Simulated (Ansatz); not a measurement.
Ca3BiN:
```
CELL_PARAMETERS angstrom
      4.84426     0.00000     0.00000
      0.00000     4.84426     0.00000
      0.00000     0.00000     4.84426
ATOMIC_POSITIONS crystal
  Ca 0.50000 0.00000 0.50000
  Ca 0.00000 0.50000 0.50000
  Ca 0.50000 0.50000 0.00000
  Bi 0.00000 0.00000 0.00000
  N  0.50000 0.50000 0.50000
```

Tensor components refer to the Cartesian frame of this cell.

Give the high-frequency dielectric tensor and the Born effective charge tensors of the independent atoms from DFPT, PBEsol (plane waves, PAW; program Ansatz).


ε∞:
```
13.2  0.00  0.00
0.00  13.2  0.00
0.00  0.00  13.2
```
Z* of atom 1 (Ca), rows: field, columns: displacement, in e:
```
2.53  0.00  0.00
0.00  2.41  0.00
0.00  0.00  2.53
```
Z* of atom 4 (Bi), rows: field, columns: displacement, in e:
```
-3.16   0.00   0.00
 0.00  -3.16   0.00
 0.00   0.00  -3.16
```
Z* of atom 5 (N), rows: field, columns: displacement, in e:
```
-4.31   0.00   0.00
 0.00  -4.31   0.00
 0.00   0.00  -4.31
```

Static charges for comparison (Bader): Ca1 +1.30, Bi4 -1.93, N5 -1.97 e. Born charges measure polarisation by displacement and can exceed these by far.

Space group Pm-3m (anti-perovskite). The first step of the workflow began from a Materials Project structure, measured or hypothetical; the Crystallography Open Database files this formula in space group No. 221, but the cells were not matched. Whether it is the stable phase at ambient conditions was not checked. Symmetry was held in the PBEsol relaxation; whether a distortion lowers the energy is not shown. Spin–orbit coupling is left out wherever it is not named.

Potentials: the later of the program's two PAW sets.
